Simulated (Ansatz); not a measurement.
Al₂Au (MoSi2 or CaC2 type, I4/mmm), plane-wave PAW PBEsol (Ansatz code), all energies at zero smearing, with the estimated change up to a 700 eV cutoff added, with one set of potentials and settings (totals compare only within such a set). Cell of 3 atoms (1 Au, 2 Al): -14058.573 eV.

```
element             reference phase  E (eV/atom)
-------  --------------------------  -----------
Au       Fm-3m, 1 atoms in the cell  -13008.8416
Al       Fm-3m, 1 atoms in the cell    -524.5512
```

Formation energy per atom, worked out: (-14058.573 − 1×(-13008.8416) − 2×(-524.5512))/3 = -0.210 eV/atom (-20 kJ per mol of atoms), at 0 K, without zero-point energy or fitted corrections.

The cell is a constructed one: a structure type filled with these elements; neither database checked (COD, Materials Project) lists it. COD files the formula under space group No. 225. Its standing as an ambient phase is unchecked. The PBEsol relaxation kept the symmetry of its start; whether a distortion lowers the energy is not shown. The references are the lowest solids computed at this level, not always the standard phases. Spin–orbit coupling is left out wherever it is not named.

Potentials: the earlier of the program's two PAW sets. The files were generated under PBE; for other functionals the program regenerates the frozen cores, and for LDA and PBEsol the local potential too.
